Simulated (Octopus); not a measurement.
Mg₂Sn (Fm-3m, No. 225):
```
Mg2Sn
1.0
    0.00000     3.38015     3.38015
    3.38015     0.00000     3.38015
    3.38015     3.38015     0.00000
Mg Sn
2 1
Direct
  0.25000   0.25000   0.25000
  0.75000   0.75000   0.75000
  0.00000   0.00000   0.00000
```
The cell is a database entry, not relaxed again.

Level: LDA. Code: Octopus 16.4. Numerical set-up: grid spacing about 0.24 Å, Γ-centred 8×8×8 k-mesh, Fermi-Dirac smearing of 0.1 eV, no spin polarisation; valence-only HGH without core correction for Mg Sn. Spin-orbit coupling is left out.

Energies in eV against the Fermi level; 8 electrons a cell outside the pseudopotentials' cores.

```
k-point (reduced)        band 1  band 2  band 3  band 4  band 5  band 6  band 7
-----------------------  ------  ------  ------  ------  ------  ------  ------
Γ (0.000, 0.000, 0.000)   -9.09    0.04    0.04    0.04       ?    2.20    2.20
X (0.500, 0.000, 0.500)   -7.36   -4.54   -2.05   -2.05   -0.14    0.24    7.36
U (0.625, 0.250, 0.625)   -7.39   -4.13   -3.49   -1.72    0.42    2.66    5.44
K (0.375, 0.375, 0.750)   -7.39   -4.13   -3.49   -1.72    0.42    2.66    5.44
L (0.500, 0.500, 0.500)   -7.86   -4.76   -0.78   -0.78       ?    2.30    2.30
W (0.500, 0.250, 0.750)   -7.33   -3.74   -3.74   -2.64       ?    3.02    3.02
```

Fill in the missing entries.


- L (0.500, 0.500, 0.500), band 5: 0.65
- Γ (0.000, 0.000, 0.000), band 5: 1.38
- W (0.500, 0.250, 0.750), band 5: 2.73
